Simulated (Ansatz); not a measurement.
Values for one crystal, relaxed and computed with the program Ansatz at the r²SCAN level (PAW); other levels are named.

* **Volume per atom**: 14.40 Å³
* **Electronic character**: metallic (no gap)
* **Formation energy from the elements (no fitted shifts)**: -0.60 eV/atom
* **Density of states at the Fermi level**: 0.66 states/eV per atom (mean over ±0.08 eV)

Problem. Which of these materials gives this?
A) BaPb, Cmcm (Ba on 4c, Pb on 4c)
B) CaHg, CsCl type
C) LaAu2, Imma (La on 4e, Au on 8h)
D) VPt2, Immm (V on 2a, Pt on 4i)

Solution. D, VPt2, Immm (V on 2a, Pt on 4i)

The workflow started from a Materials Project entry (that database holds measured and hypothetical structures alike); the Crystallography Open Database files this formula in space group No. 71, but the cells were not matched. Its standing as an ambient phase is unchecked. Symmetry was held in the r²SCAN relaxation; its stability against distortions is not shown here. The run is not spin-polarised. The references are the lowest solids computed at this level, not always the standard phases. Scalar-relativistic: spin–orbit coupling is off unless named, which matters more the heavier the elements.

Potentials: the later of the program's two PAW sets.
